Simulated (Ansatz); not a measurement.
LiH:
```
LiH
1.0
    0.00000     2.00272     2.00272
    2.00272     0.00000     2.00272
    2.00272     2.00272     0.00000
Li H
1 1
Direct
  0.00000   0.00000   0.00000
  0.50000   0.50000   0.50000
```

Relaxed with r²SCAN. Special points in fractions of this cell's reciprocal vectors: Γ (0.000, 0.000, 0.000); X (0.500, 0.000, 0.500); U (0.625, 0.250, 0.625); K (0.375, 0.375, 0.750); L (0.500, 0.500, 0.500); W (0.500, 0.250, 0.750).

Q: List the band energies nearest the valence-band maximum at these points for plane-wave PAW r²SCAN (Ansatz code).

A: In eV from the valence-band maximum; about four levels below and three above (degenerate sets whole), none deeper than 8.9 eV; … stands for higher levels left out; points with the same levels are listed once.

```
k  below    above
-  -----  -------
Γ  -5.54  17.55 …
X   0.00   3.63 …
U  -0.49   4.82 …
L  -2.61   5.54 …
W  -0.22        …
```

Space group Fm-3m (rock salt). Symmetry was held in the r²SCAN relaxation.

Potentials: the later of the program's two PAW sets.
